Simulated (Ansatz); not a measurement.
Relaxed-ion elastic tensor of BiIrS in space group P2_13 (No. 198; Bi on 4a, Ir on 4a, S on 4a) in GPa (Voigt order), PBEsol in the plane-wave PAW code Ansatz; density 12.47 g/cm³, 19.23 Å³ per atom.

```
 278  80.0  80.0   0.0   0.0   0.0
80.0   278  80.0   0.0   0.0   0.0
80.0  80.0   278   0.0   0.0   0.0
 0.0   0.0   0.0  67.7   0.0   0.0
 0.0   0.0   0.0   0.0  67.7   0.0
 0.0   0.0   0.0   0.0   0.0  67.7
```

### Question
Is the crystal mechanically stable?

### Answer
Yes: the smallest eigenvalue of C is 67.7 GPa.

### Question
Work out the Voigt, Reuss and Hill averages.

### Answer
K_V = 146, K_R = 146, K_H = 146; G_V = 80.3, G_R = 77.6, G_H = 78.9 GPa.

### Question
Give Young's modulus, Poisson's ratio, Pugh's ratio and the universal anisotropy index.

### Answer
E = 9KG/(3K + G) = 201 GPa; ν = 0.27; K/G = 1.85 (ductile by the Pugh limit of 1.75); A_U = 5G_V/G_R + K_V/K_R − 6 = 0.18.

### Question
Estimate the sound speeds and the Debye temperature.

### Answer
v_l = √((K + 4G/3)/ρ) = 4490 m/s, v_t = √(G/ρ) = 2520 m/s, mean 2800 m/s; Θ = (h/k)(3n/4πV)^(1/3) v_m = 311 K.

### Question
Give the Zener ratio and Young's modulus along [100], [110] and [111].

### Answer
A = 2C44/(C11 − C12) = 0.68; 1/E = S11 − 2(S11 − S12 − S44/2)Γ with Γ = 0, 1/4, 1/3 gives 243, 189, 176 GPa.

The first step of the workflow began from a Materials Project structure, measured or hypothetical; the Crystallography Open Database copy checked does not list it. Its standing as an ambient phase is unchecked. Symmetry was held in the PBEsol relaxation; whether a distortion lowers the energy is not shown. No spin polarisation was allowed. Scalar-relativistic: spin–orbit coupling is off unless named, which matters more the heavier the elements.

Potentials: the later of the program's two PAW sets.
